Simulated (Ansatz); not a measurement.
AlN (wurtzite), relaxed with r²SCAN (Ansatz, a first-principles code, plane waves, PAW): a = b = 3.107 Å, c = 4.979 Å, α = β = 90.00°, γ = 120.00°.

| Item | Value |
|---|---|
| gap (eV) | 4.88 |
| ΔH_f (eV/atom) | -1.62 |
| B₀ by P(V) fit (GPa) | 210 |
| K_Hill (GPa) | 211 |
| G_Hill (GPa) | 133 |
| ε∞ | 4.20 |
| ε0 | 8.18 |
| highest Γ mode, no LO–TO term (cm⁻¹) | 740 |
| electron conductivity mass (mₑ) | 0.31 |
| Θ_D (K) | 964 |

**Question.** The same phase is relaxed and computed with PBE in the same code. What are the cell and these values now?

**Answer.** a = 3.130 Å, b = 3.130 Å, c = 5.018 Å, α = 90.00°, β = 90.00°, γ = 120.00°.

gap (eV): 4.03
ΔH_f (eV/atom): -1.36
B₀ by P(V) fit (GPa): 192
K_Hill (GPa): 193
G_Hill (GPa): 120
ε∞: 4.55
ε0: 8.81
highest Γ mode, no LO–TO term (cm⁻¹): 705
electron conductivity mass (mₑ): 0.29
Θ_D (K): 921

All cells were relaxed under the symmetry of their starts (and spin orders); stability against distortions was not tested throughout.

Potentials: the later of the program's two PAW sets.

Ansatz is a plane-wave DFT program.

Formation energies count from the lowest solids of the elements computed at the same level, not from gases.
